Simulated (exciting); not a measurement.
**Fitting the PBEsol energy curve of InBi**

```xyz
2
Lattice="0.0000 3.3835 3.3835 3.3835 0.0000 3.3835 3.3835 3.3835 0.0000" Properties=species:S:1:pos:R:3 pbc="T T T"
Bi    5.0753    5.0753    5.0753
In    0.0000    0.0000    0.0000
```

Measurements of this composition are mostly on another form, of space group No. 129.

The cell was scaled at fixed shape and fractions and run with exciting, all-electron LAPW+lo, shipped species files, valence relativity iora*; PBEsol, k mesh 7 × 7 × 7 on the cell of 2 atoms, fermi-dirac occupations of 0.05 eV, no spin polarisation, no spin-orbit coupling. Energies are those that the program minimises, any entropy of the smearing included. For a metal such a mesh isn't converged to the digits shown.

| V (Å³/atom) | energy over the lowest row (meV/atom) |
| --- | --- |
| 36.4117 | 8.139 |
| 37.1864 | 2.105 |
| 37.9612 | 0.000 |
| 38.7359 | 1.697 |
| 39.5106 | 6.381 |
| 40.2853 | ? |
| 41.0600 | 23.922 |

Fit the third-order Birch-Murnaghan form, give V0, B0 and B′, and predict the energy left open.

With y = (V0/V)^(2/3), E = E0 + (9 V0 B0/16) [(y - 1)³ B′ + (y - 1)² (6 - 4y)]. Least squares through the rows shown give V0 = 37.9903 Å³/atom, E0 = 0.060 meV, B0 = 36.19 GPa (1 eV/Å³ = 160.218 GPa) and B′ = 5.20, with a largest miss of 0.063 meV, so B0 and B′ are loose. At V = 40.2853 the form with these constants gives 13.931 meV; the run gave 13.883 meV an atom.
